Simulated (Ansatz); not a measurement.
## A trial form of B3C2

Theory: DFT PBE, scalar-relativistic, plane waves, PAW (Ansatz). Cutoff 420 eV, Gaussian smearing, Γ-centred meshes. Cell and atoms relax first on a coarse mesh and then on a finer one. In between, the cell is made exact in the group found at 0.06 Å. In metals the finer mesh still leaves noise of several meV/atom or more. The steps can't lower the symmetry of their start. No spin polarisation in the relaxation; trial moments died out in a coarse test.

Recipe of this trial structure of B3C2: random cell by space group and Wyckoff sites (P-6m2, No. 187). Lengths were set from tabulated atomic sizes, so they are only a guess.

```cif
data_structure
_symmetry_space_group_name_H-M 'P-6m2'
_symmetry_Int_Tables_number 187
_cell_length_a 2.9225
_cell_length_b 2.9225
_cell_length_c 6.4318
_cell_angle_alpha 90.000
_cell_angle_beta 90.000
_cell_angle_gamma 120.000
_cell_volume 47.57
loop_
_atom_site_label
_atom_site_type_symbol
_atom_site_symmetry_multiplicity
_atom_site_Wyckoff_symbol
_atom_site_fract_x
_atom_site_fract_y
_atom_site_fract_z
_atom_site_occupancy
B1 B 2 h 0.33333 0.66667 0.64750 1
B2 B 1 c 0.33333 0.66667 0.00000 1
C1 C 2 g 0.00000 0.00000 0.90567 1
```

Energies over the elements count from the elements' standard structures at the same level, with no fitted energy shifts.

**Question.** Where does the relaxation end?

**Answer.** The symmetry stays P-6m2 (No. 187). The volume per atom grows by 0.6 %, from 9.5 to 9.6 Å³. The shortest distance goes from 1.21 Å (C–C) to 1.57 Å (B–C). The ratio c/a of the conventional cell changes by a factor of 1.24. The energy falls by about 1.9 eV/atom (the start's value is from the coarse mesh). The end is written in a standard setting, so origin, axes and order of atoms can differ from the start's. Conventional cell: a = 2.727 Å, c = 7.426 Å. B on a site of symmetry 3m is surrounded by 3 C at 1.57 Å and 1 B at 1.65 Å; around B on a site of symmetry -6m2 lie 2 B at 1.65 Å; C has 3 B at 1.57 Å.

```
CELL_PARAMETERS angstrom
2.72724 0.00000 0.00000
-1.36362 2.36186 0.00000
0.00000 0.00000 7.42640
ATOMIC_POSITIONS crystal
B 0.66667 0.33333 0.77795
B 0.66667 0.33333 0.22205
B 0.66667 0.33333 0.00000
C 0.33333 0.66667 0.78053
C 0.33333 0.66667 0.21947
```

**Question.** Give its energy and gap.

**Answer.**

| Quantity | Value |
| --- | --- |
| Energy over the elements | +0.67 eV/atom |
| Gap on the 18×18×6 mesh of the 5-atom cell | 0 eV (a metal) |

The separate elements lie lower, so it is unstable against them.

The last run used Gaussian smearing of 0.10 eV. Weakly bound directions are ill-defined at this level, which has no dispersion term. An odd number of electrons in the primitive cell allows no gap without spin; a larger cell or a magnetic state could open one. The reference form of C is held partly by dispersion forces, which this level lacks. A structure relaxed within its symmetry needn't be a true minimum.
